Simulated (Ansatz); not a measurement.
This HfZr3S8 structure is the end of a relaxation. The cell was found from a structure generator's guess, not taken from experiment.

The calculation used DFT PBE, scalar-relativistic, plane waves, PAW in Ansatz 0.2.0. Cutoff 420 eV, Γ-centred mesh, Gaussian smearing, no spin polarisation.

```
Zr Hf S
1.0
     6.36752    0.00000    0.00000
     0.00000    7.35540    0.00000
    -0.00070    0.00000    6.77087
Zr Hf S
3 1 8
Direct
  0.50000 0.75036 0.00000
  0.00000 0.50000 0.00000
  0.50000 0.24964 0.00000
  0.00000 0.00000 0.00000
  0.33073 0.00000 0.78624
  0.83446 0.75174 0.78627
  0.33368 0.50000 0.78587
  0.83446 0.24826 0.78627
  0.16554 0.24826 0.21373
  0.66927 0.00000 0.21376
  0.16554 0.75174 0.21373
  0.66632 0.50000 0.21413
```

Formation energies are uncorrected and refer to the elements' standard structures at the same level.

(1) What space group does it have?

(2) How far does it lie from the elements in energy?

(3) Is it a metal?

## Answers

(1) P2/m (No. 10), with Zr and Hf ordered on cadmium iodide sites. Conventional cell: a = 6.368 Å, b = 7.355 Å, c = 6.771 Å, β = 90.0°. Around Zr on a site of symmetry 2 lie 6 S at 2.57 Å, 4 Zr at 3.67–3.68 Å and 2 Hf at 3.68 Å; Zr on a site of symmetry 2/m is surrounded by 6 S at 2.57–2.58 Å, 2 Hf at 3.68 Å and 4 Zr at 3.68 Å; Hf has 6 S at 2.56 Å and 6 Zr at 3.68 Å; around S on a site of symmetry m lie 1 Hf at 2.56 Å and 2 Zr at 2.57 Å; 2 more sites not described.

(2) −1.569 eV/atom. A negative formation energy is needed for stability but isn't enough: competing phases decide.

(3) No, the gap on the 4×4×4 mesh is 1.13 eV.

The last run used a 4×4×4 mesh for its 12-atom cell and Gaussian smearing of 0.02 eV. Weakly bound directions are ill-defined at this level, which has no dispersion term. These runs have no spin–orbit coupling, which can matter for Hf. Kohn–Sham gaps at this level usually fall short of measured ones. The reference form of S is held partly by dispersion forces, which this level lacks. A structure relaxed within its symmetry needn't be a true minimum.
